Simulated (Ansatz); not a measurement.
Relaxed-ion elastic tensor of LiPd (CsCl type, Pm-3m) in GPa (Voigt order), PBEsol (plane waves, PAW; program Ansatz); density 7.41 g/cm³, 12.69 Å³ per atom.

```tsv
	1	2	3	4	5	6
1	110	73.2	73.2	0.0	0.0	0.0
2	73.2	110	73.2	0.0	0.0	0.0
3	73.2	73.2	110	0.0	0.0	0.0
4	0.0	0.0	0.0	49.0	0.0	0.0
5	0.0	0.0	0.0	0.0	49.0	0.0
6	0.0	0.0	0.0	0.0	0.0	49.0
```

Problem. Is the crystal mechanically stable?

Solution. Yes: the smallest eigenvalue of C is 36.7 GPa.

Problem. Work out the Voigt, Reuss and Hill averages.

Solution. K_V = 85.5, K_R = 85.5, K_H = 85.5; G_V = 36.8, G_R = 29.4, G_H = 33.1 GPa.

Problem. Give Young's modulus, Poisson's ratio, Pugh's ratio and the universal anisotropy index.

Solution. E = 9KG/(3K + G) = 87.9 GPa; ν = 0.33; K/G = 2.58 (ductile by the Pugh limit of 1.75); A_U = 5G_V/G_R + K_V/K_R − 6 = 1.26.

Problem. Estimate the sound speeds and the Debye temperature.

Solution. v_l = √((K + 4G/3)/ρ) = 4180 m/s, v_t = √(G/ρ) = 2110 m/s, mean 2370 m/s; Θ = (h/k)(3n/4πV)^(1/3) v_m = 302 K.

Problem. Give the Zener ratio and Young's modulus along [100], [110] and [111].

Solution. A = 2C44/(C11 − C12) = 2.67; 1/E = S11 − 2(S11 − S12 − S44/2)Γ with Γ = 0, 1/4, 1/3 gives 51.4, 91.4, 123 GPa.

The workflow started from an entry of the Crystallography Open Database (COD), which files this formula under 2 space groups. Whether it is the stable phase at ambient conditions was not checked. The PBEsol relaxation kept the symmetry of its start; its stability against distortions is not shown here. The run is not spin-polarised. As this level gives no gap, shear constants depend on the k-mesh and smearing (Fermi–Dirac, 0.1 eV here).

Potentials: the later of the program's two PAW sets.
